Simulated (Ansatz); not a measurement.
SiGe:
```cif
data_Ge2Si2
_chemical_formula_sum 'Si2 Ge2'
_space_group_name_H-M_alt 'P63mc'
_space_group_IT_number 186
_space_group_name_Hall 'P 6c -2c'
_cell_length_a 3.87040
_cell_length_b 3.87040
_cell_length_c 6.39435
_cell_angle_alpha 90.000
_cell_angle_beta 90.000
_cell_angle_gamma 120.000
loop_
_atom_site_label
_atom_site_type_symbol
_atom_site_symmetry_multiplicity
_atom_site_Wyckoff_symbol
_atom_site_fract_x
_atom_site_fract_y
_atom_site_fract_z
_atom_site_occupancy
Si1 Si 2 b 0.33333 0.66667 0.37452 1
Ge1 Ge 2 b 0.33333 0.66667 0.00048 1
```

Relaxed with LDA.

Question: Which orbitals make up the states near the band edges in LDA in the plane-wave PAW code Ansatz?

Answer: Top 1 eV of the valence band: Ge 4p 52 %, Si 3p 46 %. Bottom 1 eV of the conduction band: Si 3p 32 %, Ge 4p 23 %, Si 3s 18 %, Ge 4s 17 %, outside the projected shells 10 %. Projections are on Löwdin-orthogonalised atomic valence shells; empty p or d shells of many metals are not among them.

Question: Tabulate the density of states.

Answer: States/eV per cell of 4 atoms, in 0.25 eV bins, energy from the valence-band maximum.

| E (eV) | total | Ge 4p | Si 3p | Si 3s |
|---|---|---|---|---|
| -7.85 | 2.08 | 0.73 | 0.24 | 0.89 |
| -7.60 | 1.33 | 0.44 | 0.21 | 0.49 |
| -7.35 | 1.55 | 0.52 | 0.31 | 0.48 |
| -7.10 | 1.18 | 0.38 | 0.24 | 0.35 |
| -6.85 | 1.17 | 0.37 | 0.24 | 0.34 |
| -6.60 | 1.17 | 0.37 | 0.25 | 0.32 |
| -6.35 | 0.99 | 0.31 | 0.22 | 0.26 |
| -6.10 | 0.78 | 0.24 | 0.17 | 0.20 |
| -5.85 | 0.67 | 0.21 | 0.15 | 0.17 |
| -5.60 | 0.59 | 0.19 | 0.14 | 0.14 |
| -5.35 | 0.65 | 0.22 | 0.18 | 0.13 |
| -5.10 | 0.71 | 0.29 | 0.26 | 0.08 |
| -4.85 | 1.68 | 0.75 | 0.72 | 0.10 |
| -4.60 | 1.51 | 0.67 | 0.64 | 0.10 |
| -4.35 | 1.48 | 0.66 | 0.63 | 0.10 |
| -4.10 | 1.87 | 0.84 | 0.80 | 0.11 |
| -3.85 | 1.97 | 0.91 | 0.88 | 0.09 |
| -3.60 | 1.93 | 0.89 | 0.86 | 0.09 |
| -3.35 | 2.41 | 1.12 | 1.10 | 0.09 |
| -3.10 | 2.30 | 1.09 | 1.07 | 0.07 |
| -2.85 | 2.92 | 1.39 | 1.37 | 0.08 |
| -2.60 | 2.87 | 1.37 | 1.34 | 0.07 |
| -2.35 | 2.85 | 1.37 | 1.35 | 0.06 |
| -2.10 | 3.34 | 1.63 | 1.60 | 0.05 |
| -1.85 | 2.16 | 1.06 | 1.02 | 0.03 |
| -1.60 | 1.69 | 0.84 | 0.80 | 0.02 |
| -1.35 | 1.16 | 0.58 | 0.54 | 0.01 |
| -1.10 | 0.80 | 0.41 | 0.37 | 0.01 |
| -0.85 | 0.59 | 0.30 | 0.27 | 0.00 |
| -0.60 | 0.37 | 0.19 | 0.17 | 0.00 |
| -0.35 | 0.19 | 0.10 | 0.08 | 0.00 |
| -0.10 | 0.05 | 0.03 | 0.02 | 0.00 |
| 0.15 | 0.00 | 0.00 | 0.00 | 0.00 |
| 0.40 | 0.23 | 0.05 | 0.07 | 0.05 |
| 0.65 | 0.95 | 0.21 | 0.29 | 0.18 |
| 0.90 | 1.33 | 0.30 | 0.42 | 0.24 |
| 1.15 | 1.82 | 0.44 | 0.60 | 0.30 |
| 1.40 | 2.46 | 0.63 | 0.83 | 0.37 |
| 1.65 | 2.33 | 0.61 | 0.80 | 0.30 |
| 1.90 | 1.95 | 0.50 | 0.68 | 0.25 |
| 2.15 | 2.46 | 0.64 | 0.88 | 0.29 |
| 2.40 | 2.79 | 0.78 | 1.03 | 0.28 |
| 2.65 | 2.22 | 0.74 | 0.80 | 0.20 |
| 2.90 | 3.68 | 1.28 | 1.27 | 0.33 |
| 3.15 | 2.48 | 0.79 | 0.88 | 0.20 |
| 3.40 | 3.19 | 1.04 | 1.23 | 0.19 |
| 3.65 | 2.67 | 0.88 | 1.01 | 0.16 |
| 3.90 | 1.98 | 0.63 | 0.70 | 0.13 |
| 4.15 | 2.47 | 0.80 | 0.85 | 0.16 |
| 4.40 | 2.86 | 0.92 | 0.98 | 0.18 |
| 4.65 | 2.39 | 0.76 | 0.79 | 0.15 |
| 4.90 | 1.92 | 0.61 | 0.61 | 0.12 |
| 5.15 | 2.04 | 0.58 | 0.57 | 0.13 |

Space group P6_3mc (wurtzite). The workflow started from a Materials Project entry (that database holds measured and hypothetical structures alike); the Crystallography Open Database copy checked does not list it. Whether it is the stable phase at ambient conditions was not checked. The cell was relaxed with LDA under the symmetry of its start; of distortions, only those at the zone centre were tested. Scalar-relativistic: spin–orbit coupling is off unless named, which matters more the heavier the elements.

Potentials: the later of the program's two PAW sets.
